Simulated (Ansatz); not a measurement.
Total density of states per atom from PBEsol in the plane-wave PAW code Ansatz, in 0.25 eV bins, energy from the valence-band maximum:

```
E (eV) | states/eV/atom
    -7.90 | #### 0.31
    -7.65 | ##### 0.39
    -7.40 | ##### 0.38
    -7.15 | ###### 0.46
    -6.90 | ##### 0.41
    -6.65 | ####### 0.54
    -6.40 | ######### 0.69
    -6.15 | ########################## 1.99
    -5.90 | ############################## 2.29
    -5.65 | ############################## 2.30
    -5.40 | ############### 1.18
    -5.15 | ############## 1.07
    -4.90 | ######### 0.68
    -4.65 | ####### 0.53
    -4.40 | ##### 0.36
    -4.15 | #### 0.34
    -3.90 | #### 0.34
    -3.65 | ##### 0.37
    -3.40 | ###### 0.43
    -3.15 | ###### 0.47
    -2.90 | ####### 0.52
    -2.65 | ####### 0.54
    -2.40 | ###### 0.47
    -2.15 | ###### 0.50
    -1.90 | ####### 0.57
    -1.65 | ###### 0.48
    -1.40 | ####### 0.57
    -1.15 | ######## 0.62
    -0.90 | ####### 0.57
    -0.65 | ####### 0.54
    -0.40 | ######## 0.60
    -0.15 | #### 0.34
     0.10 |  0.00
     0.35 |  0.00
     0.60 |  0.00
     0.85 |  0.01
     1.10 |  0.03
     1.35 | # 0.04
     1.60 | # 0.05
     1.85 | # 0.07
     2.10 | # 0.08
     2.35 | # 0.10
     2.60 | ## 0.12
     2.85 | ## 0.15
     3.10 | ## 0.19
     3.35 | ### 0.24
     3.60 | #### 0.27
     3.85 | ##### 0.38
     4.10 | ##### 0.39
     4.35 | ##### 0.35
     4.60 | ##### 0.38
     4.85 | ##### 0.41
     5.10 | ##### 0.38
     5.35 | ### 0.26
```

### Question
Which compound is it?
A. SnGe, Pmma (Ge on 2e, Ge on 2f, Sn on 2e, Sn on 2f)
B. Cr3GeN, P-42_1m (Cr on 4e, Cr on 2b, Ge on 2c, N on 2a)
C. ZnSnN2, R-3m (Zn on 3a, Sn on 3b, N on 6c)
D. CoSn2, I4/mcm (Co on 4a, Sn on 8h)

### Answer
C, ZnSnN2, R-3m (Zn on 3a, Sn on 3b, N on 6c). Top 1 eV of the valence band: N 2p 88 %, Zn 3d 6 %. Bottom 1 eV of the conduction band: Zn 4s 34 %, Sn 5s 33 %, N 2p 17 %, N 2s 11 %. Projections are on Löwdin-orthogonalised atomic valence shells; empty p or d shells of many metals are not among them.

The start of the workflow was typed in or built on a structure type; neither database checked (COD, Materials Project) lists it. Whether it is the stable phase at ambient conditions was not checked. The PBEsol relaxation kept the symmetry of its start. At this level the phase is mechanically unstable. Its formation energy is positive at this level, so the cell may be metastable or incomplete. Scalar-relativistic: spin–orbit coupling is off unless named, which matters more the heavier the elements.

Potentials: the later of the program's two PAW sets.
